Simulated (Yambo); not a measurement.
Yambo run on Rb₂YAgF₆ (space group Fm-3m, No. 225). The wavefunctions are PBEsol (Quantum ESPRESSO, PseudoDojo norm-conserving, 84 Ry, scalar-relativistic) ones on a 2×2×2 mesh (45 occupied bands); a = 6.4251 Å, b = 6.4251 Å, c = 6.4251 Å, α = 60.00°, β = 60.00°, γ = 60.00°.

Yambo input:

```
rim_cut
gw0
dyson
el_el_corr
HF_and_locXC
ppa
em1d
RandQpts= 1000000
RandGvec= 1 Ry
EXXRLvcs= 84 Ry
VXCRLvcs= 336 Ry
Chimod= "HARTREE"
% BndsRnXp
 6 | 115 |
%
NGsBlkXp= 7 Ry
% LongDrXp
 1.0 | 1.0 | 1.0 |
%
PPAPntXp= 27.2114 eV
% GbndRnge
 1 | 115 |
%
GTermKind= "BG"
DysSolver= "n"
ExtendOut
% QPkrange
 1 | 1 | 45 | 46 |
 2 | 2 | 45 | 45 |
%
```

k points by index: 1 = Γ, 2 = L.

Table of the .qp output:

```
#    K-point    Band    Eo [eV]    E [eV]    E-Eo [eV]    Vxc [eV]    Vnlxc [eV]    Sc|Eo [eV]    Sc|E [eV]    dSc/dw|Eo [eV]    Re(Z)    Im(Z)
#
    1    45    -0.270714    -2.410763    -2.140049    -24.74439    -31.61359    4.248551    4.729148    -6.110268    0.816624    -0.001668
    1    46    2.680764    4.242252    1.561488    -9.887458    -5.460153    -2.655989    -2.865817    -3.656386    0.881546    -0.826155E-3
    2    45    0.000000    -2.110874    -2.110874    -25.19097    -32.08965    4.314900    4.787809    -6.095711    0.816982    -0.001500
```
(The two width columns are left out.) Convergence of these settings isn't established.

Spin-orbit coupling is not included.

Geometry of the Materials Project entry, not relaxed at this level.

The structure is a Materials Project entry; no match was found in the copy of COD used, and its stability was not checked.
